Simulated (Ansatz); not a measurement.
Ir:
Space group Fm-3m (No. 225); a = 3.811 Å, b = 3.811 Å, c = 3.811 Å, α = 90.00°, β = 90.00°, γ = 90.00°

```tsv
atom	site	symmetry	x	y	z
Ir	4a	m-3m	0.0000	0.0000	0.0000
```
(The calculation used a cell of 1 atom; values per cell refer to that cell.)

Relaxed with LDA.

Problem. Which orbitals make up the states near the Fermi level in DFT-LDA in the program Ansatz with PAW potentials?

Solution. Within 0.5 eV of the Fermi level: Ir 5d 95 %. Projections are on Löwdin-orthogonalised atomic valence shells; empty p or d shells of many metals are not among them.

Problem. Tabulate the density of states.

Solution. States/eV per cell of 1 atom, in 0.25 eV bins, energy from the Fermi level.

```tsv
E (eV)	total	Ir 5d	Ir 6s
-7.85	0.71	0.46	0.24
-7.60	0.93	0.65	0.27
-7.35	1.16	0.90	0.24
-7.10	1.24	1.04	0.19
-6.85	1.15	1.00	0.14
-6.60	1.08	0.96	0.10
-6.35	1.03	0.95	0.07
-6.10	0.78	0.73	0.03
-5.85	0.77	0.74	0.02
-5.60	1.14	1.07	0.03
-5.35	1.04	0.98	0.03
-5.10	1.07	1.01	0.04
-4.85	1.13	1.05	0.05
-4.60	1.21	1.11	0.07
-4.35	1.27	1.16	0.08
-4.10	1.43	1.28	0.10
-3.85	1.63	1.48	0.09
-3.60	1.84	1.70	0.08
-3.35	1.32	1.21	0.07
-3.10	1.03	0.92	0.06
-2.85	0.96	0.86	0.05
-2.60	0.87	0.78	0.04
-2.35	0.86	0.78	0.04
-2.10	1.05	0.97	0.04
-1.85	1.24	1.15	0.04
-1.60	1.13	1.05	0.04
-1.35	0.89	0.82	0.03
-1.10	0.91	0.85	0.03
-0.85	0.85	0.80	0.03
-0.60	0.81	0.76	0.03
-0.35	0.82	0.77	0.03
-0.10	0.85	0.80	0.03
0.15	0.91	0.86	0.03
0.40	1.07	1.02	0.03
0.65	1.45	1.39	0.04
0.90	1.44	1.39	0.03
1.15	0.97	0.92	0.04
1.40	0.68	0.61	0.05
1.65	0.29	0.21	0.05
1.90	0.26	0.17	0.06
2.15	0.26	0.16	0.07
2.40	0.26	0.15	0.07
2.65	0.26	0.13	0.08
2.90	0.27	0.12	0.08
3.15	0.27	0.11	0.09
3.40	0.27	0.10	0.09
3.65	0.27	0.09	0.10
3.90	0.27	0.08	0.10
4.15	0.27	0.08	0.10
4.40	0.26	0.07	0.10
4.65	0.26	0.06	0.10
```

The LDA relaxation kept the symmetry of its start. The run is not spin-polarised. Scalar-relativistic: spin–orbit coupling is off unless named, which matters more the heavier the elements.

Potentials: the earlier of the program's two PAW sets.
